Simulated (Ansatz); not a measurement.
Ansatz input

```yaml
crystal:
  lattice:
    - [4.833043135, 0.0, 0.0]
    - [-2.4165215675, 4.1855381325, 0.0]
    - [0.0, 0.0, 3.2247192191]
  atoms:
    - { symbol: Se, position: [1.0, 0.0, 0.0] }
    - { symbol: Se, position: [0.3333333333, 0.6666666667, 0.5] }
    - { symbol: Se, position: [0.6666666667, 0.3333333333, 0.5] }
hamiltonian:
  xc: lda
  pseudopotentials:
    kind: paw
    azcp:
      Se: "pseudopotentials/Se.paw.azcp"
basis:
  ecutwfc: 420
  fft_grid_basis: typed
kpoints:
  mp_grid: { grid: [9, 9, 11], shift: [0, 0, 0] }
magnetization:
  spin_polarized: false
scf:
  occupations: { method: fermi_dirac, width: 0.1 }
  lower_state_search: "off"
output:
  stress: true
```

Terminal output

```
Warning: the record states the generating functional pbe (its physics header spells it `PBE`), which answers neither for hamiltonian.xc's functional nor for the lda family's — results may be inconsistent (PPs are generated against a specific XC)
Engine: ansatz 0.2.0, x86_64-unknown-linux-gnu
Pseudopotentials: kind: paw
Pseudopotential: Se, paw, valence charge 16, recommended cutoff 420 eV (normal) 
Functional definition: SPW92
  exchange = slater_x
  correlation = pw_c
Crystal: 3 atoms, lattice volume = 65.232 Å³
Basis set: ecut = 420 eV, 1247 PW (Γ)
Bands: 28, of which v1, the nominal top of the filled ones, is band 24 counted from 1 (23 counted from 0)
Symmetry: 24 space group operations
Space group: P6/mmm (ITA 191), of the structure as read, at distance tolerance 4.0e-5 Å
k-points: 72 of 891
Non-local potential: Se, projectors of the file, l = 0: 2, l = 1: 2, l = 2: 3, l = 3: 1
PAW form: soft (Blöchl's): semilocal exchange-correlation on the pseudo side does not see the compensation charge
PAW frozen core: Se, regenerated for the run's functional, and the local potential with it (the file was generated under x = pbe(κ = 0.804, μ = 0.2195149727645171), c = pbe(β = 0.06672455060314922))
PAW one-centre angular grid: Se, 590 points (default); XC on 64 Gauss nodes
Initial density: superposition of atomic densities (neutral atoms: chi_scale 0, normalization atom), corrected by the library's trained network
Initial wavefunctions: pseudopotential atomic-orbital guess
Functional: x = slater, c = lda
SCF iter   1: F=—  HF=-16148.178208 eV  |F-HF|=—  |Δ(HF+E_count)|=         —  Δρ=6.23e-3  dr2=3.59e-2  ethr=1.77e-3  ⟨swp⟩=5.4  Hψ=7640  notcnv=0
SCF iter   2: F=—  HF=-16148.173169 eV  |F-HF|=—  |Δ(HF+E_count)|=   5.04e-3  Δρ=3.72e-3  dr2=1.45e-2  ethr=7.48e-5  ⟨swp⟩=1.0  Hψ=2592  notcnv=0
SCF iter   3: F=—  HF=-16148.170702 eV  |F-HF|=—  |Δ(HF+E_count)|=   2.47e-3  Δρ=5.44e-4  dr2=5.07e-4  ethr=3.03e-5  ⟨swp⟩=1.4  Hψ=2065  notcnv=0
SCF iter   4: F=—  HF=-16148.170603 eV  |F-HF|=—  |Δ(HF+E_count)|=   9.87e-5  Δρ=2.67e-4  dr2=3.58e-5  ethr=1.06e-6  ⟨swp⟩=2.0  Hψ=2910  notcnv=0
SCF iter   5: F=—  HF=-16148.170593 eV  |F-HF|=—  |Δ(HF+E_count)|=   1.06e-5  Δρ=5.14e-5  dr2=3.75e-6  ethr=7.46e-8  ⟨swp⟩=2.0  Hψ=2988  notcnv=0
SCF iter   6: F=—  HF=-16148.170591 eV  |F-HF|=—  |Δ(HF+E_count)|=   1.38e-6  Δρ=2.04e-5  dr2=4.11e-7  ethr=7.81e-9  ⟨swp⟩=2.0  Hψ=3003  notcnv=0
SCF iter   7: F=-16148.170591 eV  HF=-16148.170591 eV  |F-HF|=8.28e-8  |Δ(HF+E_count)|=   1.51e-7  Δρ=6.69e-6  dr2=5.25e-8  ethr=2.08e-10  ⟨swp⟩=4.4  Hψ=7628  notcnv=0
SCF 1 converged in 7 iterations: F = -16148.170591 eV  dr2 = 5.25e-8
SCF converged after 7 iterations
Free energy (F): -16148.170591 eV
Harris-Foulkes:  -16148.170591 eV  (|F-HF|=8.28e-8)
Internal energy: -16148.096077 eV  (E = F + TS)
E sigma→0 (E₀):  -16148.133334 eV
Entropy (-TS):   -0.074514 eV (-24.838 meV/atom)
Fermi energy:    9.705690 eV
--- Per-component energies (eV) ---
  E_band       = -1100.165782
  E_kinetic    = 349.130532
  E_local      = -6468.737699  (includes V_loc(G=0)·N_el)
  E_nonlocal   = -1762.299702
  E_hartree    = 3219.566501
  E_xc         = -307.443060
  E_vxc        = -291.036662  (∫ρ·V_xc dr)
  E_paw        = -5484.030273  (= ΣΔE_a)
  E_vpaw       = 633.648624  (= ΣTr[D̂ρ^β])
  E_aug_tail   = -0.001830  (compensation charges beyond the density's cutoff)
  E_ewald      = -5700.932632
  E_core_change = 6.652087  (= ΣΔE_core)
  E_smearing   = -0.074514  (= −TS)
  E_closure    = -0.000000  (closes the sum)
  Σ components = -16148.170591   (vs F -16148.170591, Δ=0.00e0)
--- Stress (GPa, compression-positive) ---
       -8.583310       0.000000       0.000000
       -0.000000      -8.583310      -0.000000
        0.000000      -0.000000      -5.579736
  P = ⅓ Tr σ = -7.5821 GPa (-75.821 kbar)
```

Command:

```sh
ansatz run input.yaml --threads 2 --pin off --max-ram 5120MiB --backend cpu --events-out ev --progress --plain --runs-dir out
```

On 2 threads of AMD EPYC 7R43 64-Core Processor (Zen 3) (shared host) this took about 3.3 s of wall time and 6 s of CPU time.
